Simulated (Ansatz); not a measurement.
C:
```cif
data_C4
_chemical_formula_sum 'C4'
_space_group_name_H-M_alt 'P63/mmc'
_space_group_IT_number 194
_space_group_name_Hall '-P 6c 2c'
_cell_length_a 2.46488
_cell_length_b 2.46488
_cell_length_c 6.75401
_cell_angle_alpha 90.000
_cell_angle_beta 90.000
_cell_angle_gamma 120.000
loop_
_atom_site_label
_atom_site_type_symbol
_atom_site_symmetry_multiplicity
_atom_site_Wyckoff_symbol
_atom_site_fract_x
_atom_site_fract_y
_atom_site_fract_z
_atom_site_occupancy
C1 C 2 b 0.00000 0.00000 0.25000 1
C2 C 2 c 0.33333 0.66667 0.25000 1
```

Relaxed at zero pressure with DFT-PBE+D3(BJ) in the program Ansatz with PAW potentials.

Question: The volume is lowered by 9 % and shape and atoms relax at that volume. What pressure results, and how do the axes share the change?

Answer: 4.9 GPa; a -0.4 %, b -0.4 %, c -8.4 %; the energy rises by 10 meV/atom.

Question: Give the new structure.

Answer: 
Space group P6₃/mmc (No. 194); a = 2.4562 Å, b = 2.4562 Å, c = 6.1896 Å, α = 90.00°, β = 90.00°, γ = 120.00°

```
atom  site  symmetry       x       y       z
----  ----  --------  ------  ------  ------
C       2b      -6m2  0.0000  0.0000  0.2500
C       2c      -6m2  0.3333  0.6667  0.2500
```

The phase is kept; no other phase was compared at this pressure.

Space group P6_3/mmc (graphite). Symmetry was held in the PBE+D3(BJ) relaxation.

Potentials: the earlier of the program's two PAW sets.
